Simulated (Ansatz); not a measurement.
La2O3:
```cif
data_La2O3
_chemical_formula_sum 'La2 O3'
_space_group_name_H-M_alt 'P 1'
_space_group_IT_number 1
_cell_length_a 3.94039
_cell_length_b 3.94039
_cell_length_c 6.18820
_cell_angle_alpha 90.000
_cell_angle_beta 90.000
_cell_angle_gamma 120.000
loop_
_space_group_symop_operation_xyz
  'x, y, z'
loop_
_atom_site_label
_atom_site_type_symbol
_atom_site_fract_x
_atom_site_fract_y
_atom_site_fract_z
_atom_site_occupancy
La1 La 0.33333 0.66667 0.24739 1
La2 La 0.66667 0.33333 0.75261 1
O1 O 0.00000 0.00000 0.00000 1
O2 O 0.33333 0.66667 0.64530 1
O3 O 0.66667 0.33333 0.35470 1
```

Relaxed with PBE.

Which orbitals make up the states near the band edges in the program Ansatz at the PBE level (PAW)?

Top 1 eV of the valence band: O 2p 85 %, La 5d 6 %. Bottom 1 eV of the conduction band: La 4f 56 %, La 5d 36 %, O 2p 5 %. Projections are on Löwdin-orthogonalised atomic valence shells; empty p or d shells of many metals are not among them.

Tabulate the density of states.

States/eV per cell of 5 atoms, in 0.25 eV bins, energy from the valence-band maximum.

| E (eV) | total | O 2p | La 4f | La 5d |
|---|---|---|---|---|
| -7.87 | 0.00 | 0.00 | 0.00 | 0.00 |
| -7.62 | 0.00 | 0.00 | 0.00 | 0.00 |
| -7.37 | 0.00 | 0.00 | 0.00 | 0.00 |
| -7.12 | 0.00 | 0.00 | 0.00 | 0.00 |
| -6.87 | 0.00 | 0.00 | 0.00 | 0.00 |
| -6.62 | 0.00 | 0.00 | 0.00 | 0.00 |
| -6.37 | 0.00 | 0.00 | 0.00 | 0.00 |
| -6.12 | 0.00 | 0.00 | 0.00 | 0.00 |
| -5.87 | 0.00 | 0.00 | 0.00 | 0.00 |
| -5.62 | 0.00 | 0.00 | 0.00 | 0.00 |
| -5.37 | 0.00 | 0.00 | 0.00 | 0.00 |
| -5.12 | 0.00 | 0.00 | 0.00 | 0.00 |
| -4.87 | 0.00 | 0.00 | 0.00 | 0.00 |
| -4.62 | 0.00 | 0.00 | 0.00 | 0.00 |
| -4.37 | 0.00 | 0.00 | 0.00 | 0.00 |
| -4.12 | 0.00 | 0.00 | 0.00 | 0.00 |
| -3.87 | 0.00 | 0.00 | 0.00 | 0.00 |
| -3.62 | 0.00 | 0.00 | 0.00 | 0.00 |
| -3.37 | 0.00 | 0.00 | 0.00 | 0.00 |
| -3.12 | 0.00 | 0.00 | 0.00 | 0.00 |
| -2.87 | 0.25 | 0.16 | 0.00 | 0.06 |
| -2.62 | 1.68 | 1.10 | 0.02 | 0.42 |
| -2.37 | 6.33 | 4.33 | 0.09 | 1.48 |
| -2.12 | 6.42 | 4.50 | 0.11 | 1.48 |
| -1.87 | 9.38 | 6.74 | 0.17 | 1.95 |
| -1.62 | 6.68 | 4.94 | 0.15 | 1.17 |
| -1.37 | 5.99 | 4.70 | 0.22 | 0.65 |
| -1.12 | 6.18 | 4.92 | 0.22 | 0.70 |
| -0.87 | 4.13 | 3.36 | 0.13 | 0.45 |
| -0.62 | 8.08 | 6.72 | 0.28 | 0.68 |
| -0.37 | 10.49 | 9.04 | 0.53 | 0.43 |
| -0.12 | 6.39 | 5.67 | 0.27 | 0.18 |
| 0.13 | 0.00 | 0.00 | 0.00 | 0.00 |
| 0.38 | 0.00 | 0.00 | 0.00 | 0.00 |
| 0.63 | 0.00 | 0.00 | 0.00 | 0.00 |
| 0.88 | 0.00 | 0.00 | 0.00 | 0.00 |
| 1.13 | 0.00 | 0.00 | 0.00 | 0.00 |
| 1.38 | 0.00 | 0.00 | 0.00 | 0.00 |
| 1.63 | 0.00 | 0.00 | 0.00 | 0.00 |
| 1.88 | 0.00 | 0.00 | 0.00 | 0.00 |
| 2.13 | 0.00 | 0.00 | 0.00 | 0.00 |
| 2.38 | 0.00 | 0.00 | 0.00 | 0.00 |
| 2.63 | 0.00 | 0.00 | 0.00 | 0.00 |
| 2.88 | 0.00 | 0.00 | 0.00 | 0.00 |
| 3.13 | 0.00 | 0.00 | 0.00 | 0.00 |
| 3.38 | 0.00 | 0.00 | 0.00 | 0.00 |
| 3.63 | 0.00 | 0.00 | 0.00 | 0.00 |
| 3.88 | 1.37 | 0.13 | 0.39 | 0.82 |
| 4.13 | 3.17 | 0.25 | 1.18 | 1.67 |
| 4.38 | 3.45 | 0.20 | 1.84 | 1.24 |
| 4.63 | 8.52 | 0.30 | 5.58 | 2.41 |
| 4.88 | 9.97 | 0.13 | 8.49 | 1.13 |
| 5.13 | 25.35 | 0.32 | 23.62 | 1.09 |

Space group P-3m1 (La2O3 or Ni2Al3 type). Symmetry was held in the PBE relaxation. Spin–orbit coupling is left out wherever it is not named.

Potentials: the later of the program's two PAW sets.
